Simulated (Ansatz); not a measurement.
# Pd: single point with Ansatz

System: Pd (fcc type), 1 atom in the cell.

Ansatz input (lattice in Å, positions in fractions of it)
```yaml
crystal:
  lattice:
    - [0, 1.9704, 1.9704]
    - [1.9704, 0, 1.9704]
    - [1.9704, 1.9704, 0]
  atoms:
    - { symbol: Pd, position: [0, 0, 0] }
kpoints:
  mp_grid: { grid: [4, 4, 4] }
hamiltonian:
  xc: pbe
  pseudopotentials: { kind: nc_fr }
scf:
  occupations: { method: fermi_dirac, width: 0.15 }
output:
  forces: true
  stress: true
  eigenvalues: true
magnetization:
  noncollinear: true
  spin_orbit: true
```

Level of theory: Ansatz, PBE with spin–orbit coupling, plane waves, norm-conserving pseudopotentials.

What the run gave

```yaml
Plane-wave_cutoff_used: 1116 eV
Pressure: 0.70 GPa
Smearing_term_TS: 122.2 meV/atom
Valence_electrons: 18
Irreducible_k-points: 8
CPU_time: roughly 2 core-seconds on a shared host
```

Stress tensor in GPa, compression positive:
```
0.70 0.00 0.00
0.00 0.70 0.00
0.00 0.00 0.70
```

The stress includes the program's correction for the finite plane-wave basis.

The k-mesh is coarse, so these values belong to this mesh and can lie far from the converged ones.
